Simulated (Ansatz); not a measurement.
How the functional moves the response of Re (P6_3/mmc) (PBEsol, LDA)

```
CELL_PARAMETERS angstrom
2.75130 0.00000 0.00000
-1.37565 2.38270 0.00000
0.00000 0.00000 4.44101
ATOMIC_POSITIONS crystal
Re 0.33333 0.66667 0.25000
Re 0.66667 0.33333 0.75000
```

This cell (14.56 Å³ an atom) was relaxed by PAW under PBEsol, and each functional gets its own cell relaxed so. Quantity: elastic moduli (Hill averages, relaxed ions; θ_D from sound speeds over directions).

Runs: (1) PBEsol, PAW on Ansatz 0.2.0's default frozen-core files (fitted under PBE), scalar-relativistic; k mesh 18×18×10, strains of ±0.005, Fermi-Dirac smearing of 0.080 eV, cutoff 420 eV. (2) LDA, PAW on Ansatz 0.2.0's default frozen-core files (fitted under PBE), scalar-relativistic; k mesh 20×20×12, strains of ±0.005, Fermi-Dirac smearing of 0.100 eV, cutoff 420 eV.

Under PBEsol: B = 391 GPa, G = 186 GPa, C11 = 647 GPa, C33 = 704 GPa, C44 = 171 GPa, ν = 0.295, θ_D = 402 K.

**Question.** Which way does LDA move the volume, and by how much?

**Answer.** a = 2.739, c = 4.414 Å, 14.34 Å³ an atom: 1.5 % smaller.

**Question.** What does LDA give for these quantities?

**Answer.** 

```
quantity   PBEsol      LDA     change
       B  391 GPa  405 GPa       +3 %
       G  186 GPa  192 GPa       +3 %
     C11  647 GPa  668 GPa       +3 %
     C33  704 GPa  729 GPa       +4 %
     C44  171 GPa  178 GPa       +4 %
       ν    0.295    0.295  under 1 %
     θ_D    402 K    408 K       +1 %
```

Known limits: frozen-core PAW files fitted under PBE, their cores solved anew for the functional of the run; responses of metals move with mesh and smearing; no spin-orbit coupling on heavy atoms; elastic stability says nothing of phonons or of other phases.
